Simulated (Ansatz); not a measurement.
## Pd (hcp): energy against volume

Computed with DFT, PBEsol, plane waves (420 eV) with PAW, scalar-relativistic (Ansatz 0.2.0). (PAW data from PBE, frozen cores regenerated.)

The cell is scaled uniformly from the relaxed one, with fractional coordinates and shape fixed. Energies are extrapolated to zero smearing, pressures are those at the given smearing. Magnetic state: spin not included.

A Birch-Murnaghan fit gives V₀ = 14.62 Å³/atom, B₀ = 201 GPa, B₀′ = 5.4.

Q: What are the energy above the minimum and the pressure at 12.887 Å³/atom?

A: 168.7 meV/atom and 36.05 GPa as computed.

Q: What are the energy above the minimum and the pressure at 13.473 Å³/atom?

A: 67.2 meV/atom and 20.88 GPa as computed.

Q: What are the energy above the minimum and the pressure at 15.231 Å³/atom?

A: 14.7 meV/atom and -7.04 GPa as computed.
